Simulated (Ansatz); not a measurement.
The elements of this relaxed crystal are hidden behind letters.

```
lattice vectors (Å)
   3.9263    0.0000    0.0000
   0.0000    3.9263    0.0000
   0.0000    0.0000    3.9263
fractional positions
X 0.0000 0.0000 0.0000
Z 0.0000 0.5000 0.5000
Z 0.5000 0.0000 0.5000
Z 0.5000 0.5000 0.0000
```

These are results of DFT PBE, scalar-relativistic, plane waves, PAW (Ansatz 0.2.0), not measurements. Cutoff 420 eV, Γ-centred 12×12×12 mesh (4-atom cell), Gaussian smearing of 0.10 eV, collinear spin.

* Space group: Pm-3m (No. 221)
* Conventional cell: a = 3.926 Å
* Volume per atom: 15.13 Å³
* Density: 9.55 g/cm³
* Formation energy: −0.02 eV/atom
* Gap on the 12×12×12 mesh of the 4-atom cell: 0 eV (a metal)
* Net moment per atom: 0.00 μB

Energies are uncorrected and count from the elements' standard states at the same level.

**Question.** X is a d-block element of period 4 and Z is a d-block element of period 5. Which elements are they?

**Answer.** X = Sc, Z = Ru, so the formula is ScRu3, here in the Cu3Au (L1_2) type. Density times volume gives a mean mass of 9.55 × 15.13/1.6605 = 87.0 u per atom, and this set has 87.0 u. Sc is surrounded by 12 Ru at 2.78 Å; Ru has 4 Sc at 2.78 Å and 8 Ru at 2.78 Å. Other sets within the hints have nearly the same mass, so mass alone doesn't settle it; this one was computed.

A structure relaxed within its symmetry needn't be a true minimum.
